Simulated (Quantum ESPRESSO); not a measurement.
Band energies of TiNCl

```
TiNCl
1.0
    3.24944     0.00000     0.00000
    0.00000     3.92826     0.00000
    0.00000     0.00000     7.76636
N Cl Ti
2 2 2
Cartesian
  0.00000   0.00000   7.37964
  1.62472   1.96413   0.38672
  1.62472   1.96413   5.16680
  0.00000   0.00000   2.59956
  1.62472   0.00000   0.77018
  0.00000   1.96413   6.99618
```

PBEsol (Quantum ESPRESSO, PseudoDojo norm-conserving, 84 Ry, no spin-orbit coupling); path ΓXSYΓZURTZ,YT,UX,SR; energies in eV from the valence-band maximum.

| k (1/Å) | point | band 20 | band 21 | band 22 | band 23 | band 24 | band 25 | band 26 | band 27 |
|---|---|---|---|---|---|---|---|---|---|
| 0.00 | Γ | -2.22 | -1.88 | -1.74 | -0.83 | 0.00 | 0.57 | 1.77 | 2.15 |
| 0.39 |  | -2.37 | -2.25 | -1.71 | -1.48 | -1.16 | 1.56 | 2.08 | 2.10 |
| 0.97 | X | -2.92 | -1.70 | -1.70 | -1.26 | -1.26 | 2.02 | 2.02 | 2.11 |
| 1.57 |  | -3.06 | -2.26 | -2.26 | -1.90 | -1.90 | 1.93 | 1.93 | 2.12 |
| 1.77 | S | -3.16 | -2.38 | -2.38 | -2.20 | -2.20 | 2.00 | 2.00 | 2.23 |
| 1.96 |  | -3.35 | -2.26 | -2.26 | -2.11 | -2.11 | 1.81 | 1.81 | 2.29 |
| 2.54 |  | -2.64 | -2.18 | -2.18 | -2.00 | -2.00 | 1.55 | 1.55 | 2.25 |
| 2.73 | Y | -2.77 | -2.24 | -2.24 | -1.67 | -1.67 | 1.47 | 1.47 | 2.31 |
| 3.13 |  | -2.61 | -1.88 | -1.83 | -1.59 | -1.34 | 1.53 | 1.74 | 1.78 |
| 3.53 | Γ | -2.22 | -1.88 | -1.74 | -0.83 | 0.00 | 0.57 | 1.77 | 2.15 |
| 3.94 | Z | -2.26 | -2.14 | -1.69 | -0.98 | 0.00 | 0.57 | 1.76 | 2.04 |
| 4.10 |  | -2.32 | -2.12 | -1.98 | -1.12 | -0.41 | 0.92 | 1.87 | 2.05 |
| 4.58 |  | -2.47 | -1.83 | -1.71 | -1.45 | -1.44 | 1.96 | 1.98 | 2.09 |
| 4.90 | U | -3.05 | -1.69 | -1.69 | -1.29 | -1.29 | 1.97 | 1.97 | 2.11 |
| 5.38 |  | -3.14 | -2.14 | -2.14 | -1.45 | -1.45 | 1.76 | 1.76 | 2.05 |
| 5.70 | R | -3.28 | -2.45 | -2.45 | -2.02 | -2.02 | 2.03 | 2.03 | 2.18 |
| 5.87 |  | -3.34 | -2.39 | -2.39 | -2.03 | -2.03 | 1.88 | 1.88 | 2.30 |
| 6.19 |  | -3.28 | -2.60 | -2.60 | -1.72 | -1.72 | 1.60 | 1.60 | 2.33 |
| 6.67 | T | -3.74 | -1.66 | -1.66 | -1.52 | -1.52 | 1.47 | 1.47 | 2.31 |
| 7.15 |  | -2.06 | -1.81 | -1.69 | -1.36 | -1.13 | 1.27 | 1.82 | 1.98 |
| 7.47 | Z | -2.26 | -2.14 | -1.69 | -0.98 | 0.00 | 0.57 | 1.76 | 2.04 |
| 7.47 | Y | -2.77 | -2.24 | -2.24 | -1.67 | -1.67 | 1.47 | 1.47 | 2.31 |
| 7.88 | T | -3.74 | -1.66 | -1.66 | -1.52 | -1.52 | 1.47 | 1.47 | 2.31 |
| 7.88 | U | -3.05 | -1.69 | -1.69 | -1.29 | -1.29 | 1.97 | 1.97 | 2.11 |
| 8.28 | X | -2.92 | -1.70 | -1.70 | -1.26 | -1.26 | 2.02 | 2.02 | 2.11 |
| 8.28 | S | -3.16 | -2.38 | -2.38 | -2.20 | -2.20 | 2.00 | 2.00 | 2.23 |
| 8.68 | R | -3.28 | -2.45 | -2.45 | -2.02 | -2.02 | 2.03 | 2.03 | 2.18 |

The PBEsol gap is direct, 0.57 eV at Γ.

Geometry relaxed with PBE+D3(BJ).

Letters of k points follow the standard setting of the lattice, whose axes may be ordered differently from the printed cell.
